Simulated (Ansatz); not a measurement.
MgPt$_{3}$ (Cu3Au type, Pm-3m) at seven volumes, DFT-PBEsol in the program Ansatz with PAW potentials, scaled uniformly. One row is withheld.

```
V (Å³/atom)  P (GPa)
-----------  -------
13.594         25.52
14.042         15.40
14.490          6.99
14.938          0.00
15.386         -5.80
15.835        -10.60
16.283             ?
```

Q: Fit the shown pressures and predict the withheld one.

A: P = (3/2)B₀(x^(7/2) − x^(5/2))[1 + (3/4)(B′ − 4)(x − 1)] with x = (V₀/V)^(2/3). Least squares on the six rows gives V₀ = 14.938 Å³/atom, B₀ = 212 GPa, B′ = 5.20. At V = 16.283, x = 0.9441 and P = -14.61 GPa. The run itself gave -14.54 GPa.

The workflow started from an entry of the Crystallography Open Database (COD); the relaxed space group is not among those it files for this formula. COD files the formula under space group No. 123, so this cell is another polymorph or a model. Its standing as an ambient phase is unchecked. Symmetry was held in the PBEsol relaxation; of distortions, only those at the zone centre were tested. The run is not spin-polarised. Spin–orbit coupling is left out wherever it is not named.

Potentials: the later of the program's two PAW sets.
